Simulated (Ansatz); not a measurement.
BN:
```xyz
2
Lattice="0.0000 1.8048 1.8048 1.8048 0.0000 1.8048 1.8048 1.8048 0.0000" Properties=species:S:1:pos:R:3 pbc="T T T"
N      2.7073     2.7073     2.7073
B      0.0000     0.0000     0.0000
```

Relaxed with r²SCAN.

Question: Give the Bader charges and basin volumes of the independent atoms, r²SCAN (plane waves, PAW; program Ansatz).

Answer: 

```tsv
atom	Bader charge (e)	Bader volume (Å³)
N1	-2.26	10.3
B2	+2.26	1.5
```

Space group F-43m (zinc blende). Symmetry was held in the r²SCAN relaxation.

Potentials: the later of the program's two PAW sets.
